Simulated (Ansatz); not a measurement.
## How long does this Ansatz run take?

```yaml
crystal:
  lattice:
    - [6.441, 0.0, 0.0]
    - [0.0, 6.441, 0.0]
    - [0.0, 0.0, 6.441]
  atoms:
    - { symbol: Sb, position: [0.38, 0.38, 0.38] }
    - { symbol: Sb, position: [0.12, 0.62, 0.88] }
    - { symbol: Sb, position: [0.88, 0.12, 0.62] }
    - { symbol: Sb, position: [0.62, 0.88, 0.12] }
    - { symbol: Sb, position: [0.62, 0.62, 0.62] }
    - { symbol: Sb, position: [0.88, 0.38, 0.12] }
    - { symbol: Sb, position: [0.12, 0.88, 0.38] }
    - { symbol: Sb, position: [0.38, 0.12, 0.88] }
    - { symbol: Pt, position: [0.0, 0.0, 0.0] }
    - { symbol: Pt, position: [0.5, 0.0, 0.5] }
    - { symbol: Pt, position: [0.5, 0.5, 0.0] }
    - { symbol: Pt, position: [0.0, 0.5, 0.5] }
kpoints:
  mp_grid: { grid: [5, 5, 5] }
scf:
  occupations: { method: fermi_dirac, width: 0.05 }
hamiltonian:
  xc: pbe
  pseudopotentials: { kind: paw }
output:
  forces: true
  stress: true
  populations: true
  efg: { quadrupole_moments_barn: { Sb: -0.543 }, contact_densities: true }
relax:
  f_tol: 0.02
  max_steps: 60
```

```sh
ansatz run input.yaml --threads 1 --pin off --max-ram 3072MiB --backend cpu --events-out ev --progress --plain --runs-dir out
```

It runs on 1 thread of Intel Xeon Platinum 8259CL CPU @ 2.50GHz (Skylake/Cascade Lake) (x86_64; 16 cores open to the job, memory cap 3.0 GiB, no GPU), a shared host with a load of 0.4 a core.

Task: Estimate the wall time and the peak memory.

Result: About 68 s of wall time (68 s of CPU time) and 0.76 GiB. The run holds 192 valence electrons in 116 bands, about 5185 plane waves a k-point and 11 irreducible k-points, and took 24 SCF iterations, over 4 ionic steps. Times on a shared host vary by tens of per cent.
